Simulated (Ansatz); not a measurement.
PbO:
Space group P4/nmm, origin choice 1 (No. 129); a = b = 4.0561 Å, c = 5.5976 Å, α = β = γ = 90.00°

```
atom  site  symmetry       x       y       z
----  ----  --------  ------  ------  ------
Pb      2c       4mm  0.5000  0.0000  0.2127
O       2a      -4m2  0.0000  0.0000  0.0000
```

Relaxed at zero pressure with PBE in the plane-wave PAW code Ansatz.

Question: The volume is raised by 3 % and shape and atoms relax at that volume. What pressure results, and how do the axes share the change?

Answer: -0.2 GPa; a 0.1 %, b 0.1 %, c 2.8 %; the energy rises by 0 meV/atom.

Question: Give the new structure.

Answer: 
Space group P4/nmm, origin choice 1 (No. 129); a = b = 4.0594 Å, c = 5.7560 Å, α = β = γ = 90.00°

```csv
atom,site,symmetry,x,y,z
Pb,2c,4mm,0.5000,0.0000,0.2068
O,2a,-4m2,0.0000,0.0000,0.0000
```

The phase is kept; no other phase was compared at this pressure.

Symmetry was held in the PBE relaxation. The volume lies over 15 % above that of the usual cell of this phase: another minimum, or an error of the functional. A crystal of weakly bound layers computed without a dispersion correction: the cell and the soft elastic constants depend strongly on that. Spin–orbit coupling is left out wherever it is not named.

Potentials: the later of the program's two PAW sets.
